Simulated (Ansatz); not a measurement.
Ag₂O:
```cif
data_Ag4O2
_chemical_formula_sum 'Ag4 O2'
_space_group_name_H-M_alt 'Pn-3m :1'
_space_group_IT_number 224
_space_group_name_Hall 'P 4n 2 3 -1n'
_cell_length_a 4.81205
_cell_length_b 4.81205
_cell_length_c 4.81205
_cell_angle_alpha 90.000
_cell_angle_beta 90.000
_cell_angle_gamma 90.000
loop_
_atom_site_label
_atom_site_type_symbol
_atom_site_symmetry_multiplicity
_atom_site_Wyckoff_symbol
_atom_site_fract_x
_atom_site_fract_y
_atom_site_fract_z
_atom_site_occupancy
Ag1 Ag 4 c 0.75000 0.75000 0.75000 1
O1 O 2 a 0.00000 0.00000 0.00000 1
```

Relaxed with PBE.

**Question.** Tabulate the valence density and the electron localisation function along the shortest Ag–Ag contact (3.40 Å), DFT-PBE in the program Ansatz with PAW potentials.

**Answer.** 

```
distance from Ag (Å)  density (e/Å³)   ELF
--------------------  --------------  ----
0.34                           14.03  0.74
0.51                            8.35  0.63
0.68                            3.89  0.51
0.85                            1.41  0.34
1.02                            0.54  0.18
1.19                            0.29  0.11
1.36                            0.20  0.12
1.53                            0.18  0.17
1.70                            0.17  0.19
1.87                            0.18  0.17
2.04                            0.20  0.12
2.21                            0.29  0.11
2.38                            0.54  0.18
2.55                            1.41  0.34
2.72                            3.89  0.51
2.89                            8.35  0.63
3.06                           14.03  0.74
```

The density is the valence pseudo-density with augmentation charge, so density and ELF within about 1 Å of a nucleus are not all-electron values.

The PBE relaxation kept the symmetry of its start; of distortions, only those at the zone centre were tested. The run is not spin-polarised.

Potentials: the later of the program's two PAW sets.
